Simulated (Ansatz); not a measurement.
Input and output for fcc Pt (111), 4 layers: DFT, PBE, all-electron LAPW, scalar-relativistic (Ansatz 0.2.0).

The slab is cut from a bulk crystal relaxed on PAW files (its atoms may have been relaxed since).

Command: `ansatz run input.yaml --threads 1 --pin off --max-ram 3584MiB --backend cpu --events-out ev --progress --plain --runs-dir out` It took 2.2 min on 1 thread of Intel(R) Xeon(R) 6975P-C (Granite Rapids), on a shared host, peak memory 0.74 GiB.

```yaml
crystal:
  lattice:
    - [2.8080030018, 0.0, 0.0]
    - [-1.4040015009, 2.4318019335, 0.0]
    - [0.0, 0.0, 22.8782]
  atoms:
    - { symbol: Pt, position: [0.0, 0.0, 0.3496784155] }
    - { symbol: Pt, position: [0.333333334, 0.666666666, 0.4498928048] }
    - { symbol: Pt, position: [0.666666667, 0.333333333, 0.5501071946] }
    - { symbol: Pt, position: [0.0, 0.0, 0.6503215845] }
kpoints:
  mp_grid: { grid: [13, 13, 1] }
scf:
  occupations: { method: fermi_dirac, width: 0.08 }
hamiltonian:
  xc: pbe
  pseudopotentials: { kind: all_electron, lapw: { basis_error: 0.001 } }
output:
  forces: true
  stress: true
  eigenvalues: true
  populations: true
  dos: { projected: true, de: 0.2, e_range: [-14, 8] }
efield:
  axis: 3
  amplitude: 0
  dipole_correction: true
```

Output:

```
Pt: projections on atomic orbitals take those of the free atom 1s2 2s2 2p6 3s2 3p6 3d10 4s2 4p6 4d10 4f14 5s2 5p6 5d9 6s1, of charge +0.00 (hamiltonian.pseudopotentials.projection_atoms)
LAPW: plane waves up to 8.300 Å⁻¹, error target 1.0e-3 eV per atom; small_component_spin mean_spin; Pt in spheres of 1.404 Å, 42 of its electrons in bands, Dirac shells [] (how accurate: hamiltonian.pseudopotentials.lapw.basis_error, Limitations)
Engine: ansatz 0.2.0
Pseudopotentials: kind: all_electron
Pseudopotential: Pt, LAPW, valence charge 42, lapw/all_electron/scalar/gaussian/Pt, Koelling and Harmon's equation, gaussian nucleus
Functional definition: PBE
  parameter kappa = 0.804
  parameter beta = 0.06672455060314922
  exchange = pbe_x(kappa = kappa, mu = beta*pi^2/3)
  correlation = pbe_c(beta = beta)
Crystal: 4 atoms, lattice volume = 156.224 Å³
Basis set: ecut = 262.44470222592105 eV, 1537 PW (Γ), exchange–correlation at level 2
Bands: 101, of which v1, the nominal top of the filled ones, is band 84 counted from 1 (83 counted from 0)
Symmetry: 6 space group operations
k-points: 21 of 169 (time reversal used)
Non-local potential: Pt, projectors of the file, none
Initial density: superposition of atomic densities (neutral atoms: chi_scale 0, normalization atom)
Initial wavefunctions: plane waves of lowest kinetic energy (no species holds an atomic orbital)
Functional: x = pbe(κ = 0.804, μ = 0.2195149727645171), c = pbe(β = 0.06672455060314922)
iter 1 solved again at ethr=7.46e-4 eV; its pass at ethr=1.00e-1 eV (dr2=1.25e0 eV) is discarded
SCF iter   1: F=—  HF=-2003829.475871 eV  |F-HF|=—  |Δ(HF+E_count)|=         —  Δρ=2.08e-2  dr2=1.25e0  ethr=7.46e-4  p=0.000 e·Å  D=4.61e-16 V/Å  ΔV_dip=-0.00 eV  dr2_dipole=2.82e-14  V_vac-E_F(+/−)=4.72/4.72 eV  ⟨swp⟩=2.5  Hψ=13174  notcnv=0
efield: sawtooth ramp at fractional position 0.9500 (placed from the atoms, in the widest stretch of the axis that holds none; the zero of the levels goes with the place), width 0.1000; the density the first Hamiltonian is built on has a dipole p = 0.000 e·Å; the dipole correction subtracts the counter field D = 6.34e-13 V/Å, which shifts the + side's vacuum level by -0.00 eV against the − side's; the planar-averaged density in the ramp window peaks in size at 4.1e-7 e/Å³
preconditioner: auto → LDOS  [metal: Δε(μ)=0.013 eV  Ē_g=11.101 eV  σ=0.080 eV  W_gap=0.04  n_scr=62 (ndim 8)  ℏωp=18.8 eV  f_vac=0.576  D(μ)=8.12/eV (n_scr^D=100)  β→1.0]
SCF iter   2: F=—  HF=-2003829.263209 eV  |F-HF|=—  |Δ(HF+E_count)|=   2.13e-1  Δρ=9.51e-3  dr2=9.95e-1  ethr=7.46e-4  p=-0.000 e·Å  D=-2.17e-8 V/Å  ΔV_dip=0.00 eV  dr2_dipole=4.19e-10  V_vac-E_F(+/−)=5.65/5.65 eV  ⟨swp⟩=3.0  Hψ=6778  notcnv=0
SCF iter   3: F=—  HF=-2003828.169785 eV  |F-HF|=—  |Δ(HF+E_count)|=    1.09e0  Δρ=5.42e-3  dr2=1.71e-1  ethr=5.92e-4  p=-0.000 e·Å  D=-6.96e-7 V/Å  ΔV_dip=0.00 eV  dr2_dipole=1.77e-10  V_vac-E_F(+/−)=5.67/5.67 eV  ⟨swp⟩=3.0  Hψ=6287  notcnv=0
SCF iter   4: F=—  HF=-2003828.105485 eV  |F-HF|=—  |Δ(HF+E_count)|=         —  Δρ=2.13e-3  dr2=7.97e-2  ethr=1.02e-4  p=-0.000 e·Å  D=-2.21e-6 V/Å  ΔV_dip=0.00 eV  dr2_dipole=9.18e-13  V_vac-E_F(+/−)=5.57/5.57 eV  ⟨swp⟩=2.0  Hψ=6379  notcnv=0
the basis was enlarged: its passes take 1.5 MiB over the memory plan, 1 of 1 planned eigensolver slots
SCF iter   5: F=—  HF=-2003828.101930 eV  |F-HF|=—  |Δ(HF+E_count)|=   3.55e-3  Δρ=9.05e-4  dr2=1.44e-2  ethr=4.75e-5  p=0.000 e·Å  D=2.28e-7 V/Å  ΔV_dip=-0.00 eV  dr2_dipole=5.03e-12  V_vac-E_F(+/−)=5.66/5.66 eV  ⟨swp⟩=2.0  Hψ=6211  notcnv=0
SCF iter   6: F=—  HF=-2003828.100864 eV  |F-HF|=—  |Δ(HF+E_count)|=   1.07e-3  Δρ=5.16e-4  dr2=1.89e-3  ethr=8.56e-6  p=-0.000 e·Å  D=-1.73e-7 V/Å  ΔV_dip=0.00 eV  dr2_dipole=3.03e-12  V_vac-E_F(+/−)=5.67/5.67 eV  ⟨swp⟩=2.0  Hψ=6211  notcnv=0
iter 7 solved again at ethr=3.06e-8 eV; its pass at ethr=1.13e-6 eV (dr2=5.14e-5 eV) is discarded
SCF iter   7: F=—  HF=-2003828.100843 eV  |F-HF|=—  |Δ(HF+E_count)|=   2.11e-5  Δρ=1.47e-4  dr2=5.15e-5  ethr=3.06e-8  p=0.000 e·Å  D=6.99e-8 V/Å  ΔV_dip=-0.00 eV  dr2_dipole=5.83e-12  V_vac-E_F(+/−)=5.67/5.67 eV  ⟨swp⟩=2.0  Hψ=10574  notcnv=0
SCF iter   8: F=—  HF=-2003828.100885 eV  |F-HF|=—  |Δ(HF+E_count)|=   4.28e-5  Δρ=5.65e-5  dr2=5.49e-6  ethr=3.06e-8  p=0.000 e·Å  D=1.30e-8 V/Å  ΔV_dip=-0.00 eV  dr2_dipole=4.12e-12  V_vac-E_F(+/−)=5.67/5.67 eV  ⟨swp⟩=2.1  Hψ=6216  notcnv=0
SCF iter   9: F=—  HF=-2003828.100893 eV  |F-HF|=—  |Δ(HF+E_count)|=   7.69e-6  Δρ=9.87e-6  dr2=5.11e-7  ethr=3.27e-9  p=-0.000 e·Å  D=-8.42e-9 V/Å  ΔV_dip=0.00 eV  dr2_dipole=7.25e-13  V_vac-E_F(+/−)=5.67/5.67 eV  ⟨swp⟩=3.0  Hψ=6467  notcnv=0
SCF iter  10: F=-2003828.100893 eV  HF=-2003828.100893 eV  |F-HF|=4.73e-8  |Δ(HF+E_count)|=   1.62e-7  Δρ=3.19e-6  dr2=1.68e-8  ethr=3.04e-10  p=-0.000 e·Å  D=-2.67e-9 V/Å  ΔV_dip=0.00 eV  dr2_dipole=1.24e-13  V_vac-E_F(+/−)=5.67/5.67 eV  ⟨swp⟩=2.4  Hψ=6225  notcnv=0
[... lines left out ...]
--- Per-component energies (eV) ---
  E_band       = -16736.780171
  E_kinetic    = 2275542.685723
  E_xc         = -38772.107942
  E_efield     = 0.000000  (sawtooth field / dipole correction)
  E_electrostatic = -4240598.511165  (all electrons and nuclei)
  E_smearing   = -0.167509  (= −TS)
  E_closure    = 0.000000  (closes the sum)
  E_atoms      = -2003804.871324  (free atoms, spherical and without spin; not in F)
  Σ components = -2003828.100893   (vs F -2003828.100893, Δ=0.00e0)
  Basis errors (estimates in eV, not in F): energy 3.0e-4 per atom: plane waves 2.7e-4 (1.5e-4 summed), levels above the bands 6.3e-73, relativity 8.0e-8, radial functions 3.3e-5, core shells 6.7e-8; eigenvalues (radial functions only) 1.1e-6; not estimated: angular momenta, meshes, grids; target (lapw.basis_error) 1.0e-3; muffin-tin radii Pt 1.404 Å
--- Forces (eV/Å), atoms counted from 1 ---
  atom   1  Pt     0.00000000     0.00000000    -0.08452645
  atom   2  Pt     0.00000000     0.00000000     0.20659220
  atom   3  Pt     0.00000000    -0.00000000    -0.20659526
  atom   4  Pt     0.00000000    -0.00000000     0.08452855
  max |Σ_I F_I| component: 9.57e-7 eV/Å
--- Stress (GPa, compression-positive) ---
       -4.367437       0.000000      -0.000000
       -0.000000      -4.367437      -0.000000
       -0.000000      -0.000000       0.111989
  P = ⅓ Tr σ = -2.8743 GPa (-28.743 kbar)
--- Band table (eV; the first three rows and the last of 21) ---
  k-point 0: bands = ["-295.5371", "-295.5371", "-295.5371", "-295.5371", "-295.5315", "-295.5315", "-295.4944", "-295.4944", "-295.4944", "-295.4944", "-295.1848", "-295.1848", "-295.1848", "-295.1848", "-295.0745", "-295.0745", "-295.0745", "-295.0745", "-295.0650", "-295.0650", "-90.7432", "-90.7294", "-90.3125", "-90.3125", "-59.2882", "-59.2874", "-59.2646", "-59.2646", "-59.2548", "-59.2548", "-59.2533", "-59.2533", "-59.2409", "-59.2409", "-59.2344", "-59.2344", "-59.2338", "-59.2338", "-58.9407", "-58.9407", "-58.9364", "-58.9364", "-58.8380", "-58.8380", "-58.8380", "-58.8380", "-58.7976", "-58.7976", "-58.7976", "-58.7976", "-58.7887", "-58.7887", "-45.0817", "-44.8817", "-44.8130", "-44.8130", "-44.7828", "-44.7828", "-44.4628", "-44.4628", "-44.4627", "-44.4627", "-44.3239", "-44.3182", "-1.6540", "-0.3710", "0.7580", "0.8484", "3.9855", "4.1416", "4.1427", "4.1427", "4.2483", "4.2483", "4.6218", "4.6218", "4.7206", "4.7206", "4.9536", "6.1130", "6.1130", "6.4180", "6.4180", "7.1216", "7.1216", "7.2629", "7.5857", "7.5857", "8.3044", "13.0549", "13.0724", "14.2611", "14.9183", "16.6489", "17.0303", "19.6234", "20.0833", "22.3781", "22.7800", "22.8458", "23.1439"]
  k-point 1: bands = ["-295.5371", "-295.5371", "-295.5371", "-295.5371", "-295.5315", "-295.5315", "-295.4944", "-295.4944", "-295.4944", "-295.4944", "-295.1848", "-295.1848", "-295.1848", "-295.1848", "-295.0745", "-295.0745", "-295.0745", "-295.0745", "-295.0650", "-295.0650", "-90.7419", "-90.7285", "-90.3114", "-90.3114", "-59.2881", "-59.2874", "-59.2648", "-59.2647", "-59.2549", "-59.2548", "-59.2534", "-59.2533", "-59.2408", "-59.2408", "-59.2344", "-59.2344", "-59.2338", "-59.2337", "-58.9406", "-58.9406", "-58.9365", "-58.9365", "-58.8380", "-58.8380", "-58.8380", "-58.8380", "-58.7977", "-58.7977", "-58.7976", "-58.7976", "-58.7887", "-58.7887", "-45.0770", "-44.8858", "-44.8270", "-44.8182", "-44.8011", "-44.7868", "-44.4806", "-44.4804", "-44.4672", "-44.4671", "-44.3218", "-44.3168", "-1.4529", "-0.1734", "0.9609", "1.0364", "3.8610", "3.9226", "4.0267", "4.2888", "4.3609", "4.3900", "4.5115", "4.6058", "4.7537", "4.8598", "4.8677", "5.9880", "6.0083", "6.3549", "6.4395", "6.6034", "7.0205", "7.1198", "7.5964", "8.0587", "9.2381", "13.1952", "13.2122", "14.4156", "15.0064", "16.7700", "17.1650", "19.7794", "20.2001", "22.6303", "22.9590", "23.0836", "23.3822"]
  k-point 2: bands = ["-295.5371", "-295.5371", "-295.5371", "-295.5371", "-295.5315", "-295.5315", "-295.4944", "-295.4944", "-295.4944", "-295.4944", "-295.1848", "-295.1848", "-295.1848", "-295.1848", "-295.0745", "-295.0745", "-295.0745", "-295.0745", "-295.0650", "-295.0650", "-90.7385", "-90.7261", "-90.3085", "-90.3085", "-59.2879", "-59.2872", "-59.2652", "-59.2651", "-59.2550", "-59.2549", "-59.2536", "-59.2534", "-59.2406", "-59.2406", "-59.2345", "-59.2343", "-59.2338", "-59.2337", "-58.9404", "-58.9404", "-58.9370", "-58.9370", "-58.8380", "-58.8380", "-58.8379", "-58.8379", "-58.7979", "-58.7979", "-58.7977", "-58.7977", "-58.7886", "-58.7886", "-45.0642", "-44.9106", "-44.8556", "-44.8480", "-44.8325", "-44.7977", "-44.5298", "-44.5288", "-44.4795", "-44.4794", "-44.3163", "-44.3129", "-0.8838", "0.3660", "1.4857", "1.5518", "3.4317", "3.6614", "3.7404", "4.2784", "4.3418", "4.5329", "4.6251", "4.7080", "4.7387", "5.1121", "5.2537", "5.6184", "5.8879", "5.8932", "6.2799", "6.4389", "7.1112", "7.2664", "7.6217", "8.9377", "10.5761", "13.5490", "13.6850", "14.8771", "15.2893", "17.1513", "17.5631", "20.2232", "20.4966", "22.7339", "23.0981", "23.5158", "23.8577"]
  k-point 20: bands = ["-295.5371", "-295.5371", "-295.5371", "-295.5371", "-295.5315", "-295.5315", "-295.4944", "-295.4944", "-295.4944", "-295.4944", "-295.1848", "-295.1848", "-295.1848", "-295.1848", "-295.0745", "-295.0745", "-295.0745", "-295.0745", "-295.0650", "-295.0650", "-90.7164", "-90.7151", "-90.2920", "-90.2920", "-59.2865", "-59.2864", "-59.2676", "-59.2676", "-59.2554", "-59.2548", "-59.2547", "-59.2540", "-59.2397", "-59.2397", "-59.2342", "-59.2339", "-59.2338", "-59.2337", "-58.9394", "-58.9394", "-58.9389", "-58.9389", "-58.8377", "-58.8377", "-58.8375", "-58.8375", "-58.7987", "-58.7987", "-58.7985", "-58.7985", "-58.7880", "-58.7880", "-45.0695", "-45.0562", "-45.0263", "-44.9820", "-44.9141", "-44.8984", "-44.6953", "-44.6930", "-44.6521", "-44.6496", "-44.2898", "-44.2895", "2.2941", "2.3640", "2.6167", "2.9795", "3.0388", "3.2630", "3.3560", "4.0144", "4.0964", "4.6574", "4.7809", "4.9016", "4.9328", "5.6365", "6.0844", "6.1015", "6.9011", "7.3003", "7.3657", "7.5338", "11.5154", "12.5290", "12.8385", "12.9076", "14.0726", "14.1057", "15.2802", "15.8170", "15.9826", "17.1091", "18.3289", "18.6766", "19.1964", "19.6844", "20.4079", "20.7910", "20.9608"]
--- Löwdin populations: 4 sites ---
  site symbol       q [e]
     0     Pt     77.9168
     1     Pt     77.8272
     2     Pt     77.8272
     3     Pt     77.9168
  spilling = 0.001641 (of n_electrons = 312.000000)
```

populations.tsv:

```
# site	symbol	l	j	q
# orbitals = lowdin
# n_electrons = 312.000000
# spilling = 0.001641
# projection_atom_Pt: 1s2 2s2 2p6 3s2 3p6 3d10 4s2 4p6 4d10 4f14 5s2 5p6 5d9 6s1
0	Pt	0_1S	-	2.000000
0	Pt	0_2S	-	1.999995
0	Pt	0_3S	-	1.999935
0	Pt	0_4S	-	1.999361
0	Pt	0_5S	-	1.990483
0	Pt	0_6S	-	0.998303
0	Pt	1_2P	-	6.000000
0	Pt	1_3P	-	6.000000
0	Pt	1_4P	-	5.999982
0	Pt	1_5P	-	5.997805
0	Pt	2_3D	-	10.000000
0	Pt	2_4D	-	9.999994
0	Pt	2_5D	-	8.930988
0	Pt	3_4F	-	13.999991
1	Pt	0_1S	-	2.000000
1	Pt	0_2S	-	1.999993
1	Pt	0_3S	-	1.999911
1	Pt	0_4S	-	1.999118
1	Pt	0_5S	-	1.986874
1	Pt	0_6S	-	0.937660
1	Pt	1_2P	-	6.000000
1	Pt	1_3P	-	6.000000
1	Pt	1_4P	-	5.999986
1	Pt	1_5P	-	5.998255
1	Pt	2_3D	-	10.000000
1	Pt	2_4D	-	9.999993
1	Pt	2_5D	-	8.905418
1	Pt	3_4F	-	13.999993
2	Pt	0_1S	-	2.000000
2	Pt	0_2S	-	1.999993
2	Pt	0_3S	-	1.999911
2	Pt	0_4S	-	1.999118
2	Pt	0_5S	-	1.986874
2	Pt	0_6S	-	0.937660
2	Pt	1_2P	-	6.000000
2	Pt	1_3P	-	6.000000
2	Pt	1_4P	-	5.999986
2	Pt	1_5P	-	5.998255
2	Pt	2_3D	-	10.000000
2	Pt	2_4D	-	9.999993
2	Pt	2_5D	-	8.905418
2	Pt	3_4F	-	13.999993
3	Pt	0_1S	-	2.000000
3	Pt	0_2S	-	1.999995
3	Pt	0_3S	-	1.999935
3	Pt	0_4S	-	1.999361
3	Pt	0_5S	-	1.990483
3	Pt	0_6S	-	0.998303
3	Pt	1_2P	-	6.000000
3	Pt	1_3P	-	6.000000
3	Pt	1_4P	-	5.999982
3	Pt	1_5P	-	5.997805
3	Pt	2_3D	-	10.000000
3	Pt	2_4D	-	9.999994
3	Pt	2_5D	-	8.930988
3	Pt	3_4F	-	13.999991
```

Next run (atoms relaxed), as changes to the input before:

```diff
   atoms:
-    - { symbol: Pt, position: [0.0, 0.0, 0.3496784155] }
-    - { symbol: Pt, position: [0.333333334, 0.666666666, 0.4498928048] }
-    - { symbol: Pt, position: [0.666666667, 0.333333333, 0.5501071946] }
-    - { symbol: Pt, position: [0.0, 0.0, 0.6503215845] }
+    - { symbol: Pt, position: [0.0, 0.0, 0.3495850144] }
+    - { symbol: Pt, position: [0.3333333333, 0.6666666667, 0.4503566078] }
+    - { symbol: Pt, position: [0.6666666667, 0.3333333333, 0.5496433921] }
+    - { symbol: Pt, position: [0.0, 0.0, 0.650414985] }
 kpoints:
   eigenvalues: true
-  populations: true
-  dos: { projected: true, de: 0.2, e_range: [-14, 8] }
+relax:
+  f_tol: 0.01
+  max_steps: 12
 efield:
```

Results part of the output:

```
SCF converged after 2 iterations
Free energy (F): -2003828.103087 eV
Harris-Foulkes:  -2003828.103087 eV  (|F-HF|=4.66e-10)
Internal energy: -2003827.936001 eV  (E = F + TS)
E sigma→0 (E₀):  -2003828.019544 eV
Entropy (-TS):   -0.167086 eV (-41.771 meV/atom)
Fermi energy:    7.613638 eV
Dipole field:    D = 0.000000 V/Å  (p = 0.000000 e·Å, saw-weighted, corrected)
Work function:   Φ+ = 5.6670 eV   Φ− = 5.6670 eV
[... lines left out ...]
  k-point 2: bands = ["-295.5423", "-295.5423", "-295.5423", "-295.5423", "-295.5377", "-295.5377", "-295.5001", "-295.5001", "-295.5001", "-295.5001", "-295.1770", "-295.1770", "-295.1770", "-295.1770", "-295.0651", "-295.0651", "-295.0651", "-295.0651", "-295.0558", "-295.0558", "-90.7455", "-90.7319", "-90.2987", "-90.2987", "-59.2935", "-59.2928", "-59.2695", "-59.2694", "-59.2614", "-59.2613", "-59.2600", "-59.2597", "-59.2457", "-59.2457", "-59.2404", "-59.2402", "-59.2397", "-59.2396", "-58.9328", "-58.9328", "-58.9295", "-58.9295", "-58.8288", "-58.8288", "-58.8286", "-58.8286", "-58.7884", "-58.7884", "-58.7882", "-58.7882", "-58.7791", "-58.7791", "-45.0787", "-44.9166", "-44.8587", "-44.8509", "-44.8394", "-44.8015", "-44.5209", "-44.5201", "-44.4705", "-44.4704", "-44.3044", "-44.3012", "-0.8977", "0.3925", "1.4870", "1.5492", "3.4190", "3.6619", "3.7439", "4.2945", "4.3490", "4.5291", "4.6059", "4.6948", "4.7435", "5.1349", "5.2733", "5.6257", "5.8901", "5.8923", "6.2627", "6.4579", "7.1020", "7.2792", "7.6221", "8.9330", "10.5751", "13.5479", "13.6827", "14.8758", "15.2906", "17.1613", "17.5563", "20.2375", "20.4589", "22.7270", "23.1028", "23.4952", "23.8690"]
  k-point 20: bands = ["-295.5423", "-295.5423", "-295.5423", "-295.5423", "-295.5377", "-295.5377", "-295.5001", "-295.5001", "-295.5001", "-295.5001", "-295.1770", "-295.1770", "-295.1770", "-295.1770", "-295.0651", "-295.0651", "-295.0651", "-295.0651", "-295.0558", "-295.0558", "-90.7228", "-90.7214", "-90.2822", "-90.2822", "-59.2921", "-59.2921", "-59.2719", "-59.2719", "-59.2619", "-59.2612", "-59.2611", "-59.2604", "-59.2447", "-59.2447", "-59.2401", "-59.2398", "-59.2397", "-59.2396", "-58.9319", "-58.9319", "-58.9313", "-58.9313", "-58.8284", "-58.8284", "-58.8283", "-58.8283", "-58.7892", "-58.7892", "-58.7890", "-58.7890", "-58.7785", "-58.7785", "-45.0780", "-45.0648", "-45.0351", "-44.9852", "-44.9175", "-44.9016", "-44.6873", "-44.6853", "-44.6438", "-44.6417", "-44.2770", "-44.2766", "2.2676", "2.3529", "2.5839", "3.0042", "3.0585", "3.2657", "3.3894", "4.0246", "4.1026", "4.6692", "4.7878", "4.9130", "4.9419", "5.6609", "6.0685", "6.0816", "6.8883", "7.3031", "7.3611", "7.5345", "11.5142", "12.5358", "12.8397", "12.9067", "14.0734", "14.1027", "15.2819", "15.8195", "15.9922", "17.1135", "18.3228", "18.6616", "19.1957", "19.6832", "20.3962", "20.7927", "20.9680"]
--- Relaxed structure (2 steps of the walk, 2 accepted, 0 SCFs on fresh bases) ---
  F+E_penalty+E_count = -2003828.10308679 eV   max|allowed force component| = 3.277e-3 eV/Å
  atoms:
    - { symbol: Pt, position: [0.0, 0.0, 0.34958501439999995] }
    - { symbol: Pt, position: [0.3333333333333333, 0.6666666666666667, 0.4503566077999999] }
    - { symbol: Pt, position: [0.6666666666666667, 0.3333333333333333, 0.5496433920999999] }
    - { symbol: Pt, position: [0.0, 0.0, 0.650414985] }
```

Next run (no relativity), as changes to the input before:

```diff
   xc: pbe
-  pseudopotentials: { kind: all_electron, lapw: { basis_error: 0.001 } }
+  pseudopotentials:
+    kind: all_electron
+    lapw: { basis_error: 0.001 }
+    relativity: none
 output:
   eigenvalues: true
-relax:
-  f_tol: 0.01
-  max_steps: 12
 efield:
```

Command: `ansatz run input.yaml --threads 1 --pin off --max-ram 3584MiB --backend cpu --events-out ev --progress --plain --runs-dir out` It took 2.3 min on 1 thread of Intel(R) Xeon(R) 6975P-C (Granite Rapids) (shared host), peak memory 0.73 GiB.

Results part of the output:

```
SCF 1 converged in 10 iterations: F = -1886834.087307 eV  dr2 = 2.73e-8
SCF converged after 10 iterations
Free energy (F): -1886834.087307 eV
[... lines left out ...]
  k-point 1: bands = ["-297.9716", "-297.9716", "-297.9716", "-297.9716", "-297.9651", "-297.9651", "-297.9388", "-297.9388", "-297.9388", "-297.9388", "-297.6134", "-297.6134", "-297.6134", "-297.6134", "-297.5181", "-297.5181", "-297.5181", "-297.5181", "-297.5095", "-297.5095", "-69.4523", "-69.4519", "-69.4372", "-69.4372", "-69.4273", "-69.4273", "-69.4264", "-69.4264", "-69.4173", "-69.4172", "-69.4132", "-69.4132", "-69.4128", "-69.4128", "-69.0980", "-69.0980", "-69.0958", "-69.0958", "-69.0131", "-69.0131", "-69.0131", "-69.0131", "-68.9801", "-68.9801", "-68.9800", "-68.9800", "-68.9725", "-68.9725", "-67.3690", "-67.3149", "-66.9163", "-66.9161", "-38.5142", "-38.2221", "-38.1284", "-38.1163", "-38.0890", "-38.0666", "-37.7595", "-37.7594", "-37.7392", "-37.7390", "-37.7212", "-37.7031", "1.8876", "2.2645", "2.8611", "2.8968", "4.3184", "4.3748", "4.4552", "4.6301", "4.7010", "4.8584", "4.9102", "5.0083", "5.1045", "5.2041", "5.8094", "6.2965", "6.3445", "6.7293", "6.8611", "7.0185", "7.3441", "7.5975", "7.8271", "9.0557", "10.1392", "13.1143", "13.3349", "14.4385", "15.5778", "17.3896", "18.1855", "20.2623", "20.9900", "23.0744", "23.6611", "23.6700", "23.9051"]
  k-point 2: bands = ["-297.9716", "-297.9716", "-297.9716", "-297.9716", "-297.9651", "-297.9651", "-297.9388", "-297.9388", "-297.9388", "-297.9388", "-297.6134", "-297.6134", "-297.6134", "-297.6134", "-297.5181", "-297.5181", "-297.5181", "-297.5181", "-297.5095", "-297.5095", "-69.4522", "-69.4519", "-69.4375", "-69.4374", "-69.4273", "-69.4273", "-69.4265", "-69.4264", "-69.4172", "-69.4171", "-69.4132", "-69.4131", "-69.4128", "-69.4127", "-69.0979", "-69.0979", "-69.0960", "-69.0960", "-69.0131", "-69.0131", "-69.0130", "-69.0130", "-68.9802", "-68.9802", "-68.9801", "-68.9801", "-68.9725", "-68.9725", "-67.3559", "-67.3060", "-66.9056", "-66.9055", "-38.4934", "-38.2606", "-38.1716", "-38.1571", "-38.1378", "-38.0825", "-37.8335", "-37.8316", "-37.7573", "-37.7570", "-37.7120", "-37.6996", "2.3589", "2.6269", "3.1806", "3.3366", "3.9096", "4.1565", "4.2925", "4.7485", "4.8426", "4.9597", "5.0452", "5.0981", "5.2592", "5.4712", "5.5960", "6.0313", "6.1858", "6.3738", "6.7252", "6.7777", "7.3335", "7.8528", "8.1385", "10.0156", "11.4140", "13.6049", "13.7781", "14.9347", "15.9516", "17.8304", "18.3835", "20.6935", "21.3222", "23.4646", "23.9756", "24.0752", "24.4709"]
  k-point 20: bands = ["-297.9716", "-297.9716", "-297.9716", "-297.9716", "-297.9651", "-297.9651", "-297.9388", "-297.9388", "-297.9388", "-297.9388", "-297.6134", "-297.6134", "-297.6134", "-297.6134", "-297.5181", "-297.5181", "-297.5181", "-297.5181", "-297.5095", "-297.5095", "-69.4515", "-69.4514", "-69.4388", "-69.4388", "-69.4276", "-69.4272", "-69.4271", "-69.4267", "-69.4167", "-69.4167", "-69.4130", "-69.4129", "-69.4129", "-69.4128", "-69.0974", "-69.0974", "-69.0971", "-69.0971", "-69.0129", "-69.0129", "-69.0128", "-69.0128", "-68.9806", "-68.9806", "-68.9805", "-68.9805", "-68.9721", "-68.9721", "-67.2711", "-67.2657", "-66.8449", "-66.8449", "-38.4967", "-38.4762", "-38.4318", "-38.3594", "-38.2616", "-38.2362", "-38.0758", "-38.0674", "-38.0125", "-38.0040", "-37.6753", "-37.6740", "2.8748", "3.0153", "3.2743", "3.5587", "3.6626", "4.0373", "4.0628", "4.6164", "4.7529", "5.0641", "5.1824", "5.3747", "5.4569", "6.0250", "6.3658", "6.4238", "7.1491", "7.5442", "7.6293", "7.7980", "13.6966", "14.4544", "15.2493", "15.7159", "16.0147", "16.9188", "16.9255", "17.2427", "17.8030", "18.4520", "19.5598", "19.7636", "20.2124", "20.3809", "20.6426", "21.2772", "21.2852"]
```
